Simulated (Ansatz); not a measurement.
Polymorphs of AgI, each relaxed with plane-wave PAW HSE06 (Ansatz code):

A: rock salt (Fm-3m)
a = 6.1555 Å, b = 6.1555 Å, c = 6.1555 Å, α = 90.00°, β = 90.00°, γ = 90.00°

| atom | site | symmetry | x | y | z |
|---|---|---|---|---|---|
| Ag | 4a | m-3m | 0.0000 | 0.0000 | 0.0000 |
| I | 4b | m-3m | 0.5000 | 0.5000 | 0.5000 |

B: wurtzite (P6_3mc)
a = b = 4.6804 Å, c = 7.6467 Å, α = β = 90.00°, γ = 120.00°

| atom | site | symmetry | x | y | z |
|---|---|---|---|---|---|
| Ag | 2b | 3m. | 0.3333 | 0.6667 | 0.0024 |
| I | 2b | 3m. | 0.3333 | 0.6667 | 0.3775 |

Question: Put the candidates in order of energy per atom at 0 K, lowest first, for HSE06.

Answer: B (+0 meV/atom), A (+90 meV/atom)

Question: Give each one's gap.

Answer: A 1.86 eV; B 2.53 eV.

Not the usual ambient phase: A. All cells were relaxed under the symmetry of their starts (and spin orders); stability against distortions was not tested throughout. Rows with no word on spin ran without spin polarisation. Spin–orbit coupling is left out wherever it is not named.

Potentials: the earlier of the program's two PAW sets.
